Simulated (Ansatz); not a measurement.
TiO₂ (anatase)

Space group I4₁/amd, origin choice 1 (No. 141); a = b = 3.7988 Å, c = 9.7008 Å, α = β = γ = 90.00°

| atom | site | symmetry | x | y | z |
|---|---|---|---|---|---|
| Ti | 4b | -4m2 | 0.0000 | 0.0000 | 0.5000 |
| O | 8e | 2mm. | 0.0000 | 0.0000 | 0.2935 |
(The calculation used a cell of 6 atoms; values per cell refer to that cell.)

The volume is varied about the relaxed value V₀ at fixed cell shape. The atoms relax within the cell's symmetry.

The numbers are results of PBE (plane waves to 420 eV, PAW, scalar-relativistic; Ansatz, a quantum-chemistry and plane-wave program), not measurements. k mesh 12×12×12 (Γ-centred), Fermi-Dirac smearing 0.05 eV. E stands for the smeared free energy. With the shape held, the modulus is that of even scaling; a crystal free to change shape is softer. TiO2 is run without spin polarisation. TiO2 was relaxed with its symmetry unable to fall. The zero of ΔE is the relaxed starting cell.

| V (Å³/atom) | ΔE (meV/atom) |
|---|---|
| 10.499 | 83.0 |
| 10.733 | 51.1 |
| 10.966 | 27.6 |
| 11.199 | 11.8 |
| 11.433 | 2.8 |
| 11.666 | 0.0 |
| 11.899 | 2.6 |
| 12.133 | 10.2 |
| 12.366 | 22.1 |
| 12.599 | 38.0 |
| 12.833 | 57.4 |

### Question
What is the fitted pressure derivative B₀′?

### Answer
4.5.

### Question
What bulk modulus at fixed cell shape B₀ follows from a third-order Birch-Murnaghan fit?

### Answer
188 GPa. Check by three points about V = 11.666 Å³/atom, step 0.233: d²E/dV² ≈ (2.8 − 2·0.0 + 2.6) meV / 0.233² = 0.0992 eV/Å⁶, and V·d²E/dV² × 160.2 = 185 GPa.

(A scan under strain: stresses follow from slopes of the energy per volume, elastic moduli from its curvatures.)
